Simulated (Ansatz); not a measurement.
MgZnO₂:
```
CELL_PARAMETERS angstrom
      1.50070     0.86643     4.88015
     -1.50070     0.86643     4.88015
      0.00000    -1.73286     4.88015
ATOMIC_POSITIONS crystal
  Mg 0.00000 0.00000 0.00000
  Zn 0.50000 0.50000 0.50000
  O  0.25224 0.25224 0.25224
  O  0.74776 0.74776 0.74776
```

Relaxed with HSE06.

### Question
Give the Bader charges and basin volumes of the independent atoms, HSE06 in the plane-wave PAW code Ansatz.

### Answer


```json
[
 {"atom": "Mg1", "Bader charge (e)": "+1.74", "Bader volume (Å³)": "4.5"},
 {"atom": "Zn2", "Bader charge (e)": "+1.33", "Bader volume (Å³)": "8.4"},
 {"atom": "O3", "Bader charge (e)": "-1.54", "Bader volume (Å³)": "12.6"}
]
```

Space group R-3m. The workflow started from a Materials Project entry (that database holds measured and hypothetical structures alike); the Crystallography Open Database copy checked does not list it. With Mg and Zn taken as one species the cell has the higher symmetry Fm-3m, so it may be an ordered model of a mixed-site phase. Its standing as an ambient phase is unchecked. The HSE06 relaxation kept the symmetry of its start; its stability against distortions is not shown here.

Potentials: the later of the program's two PAW sets.
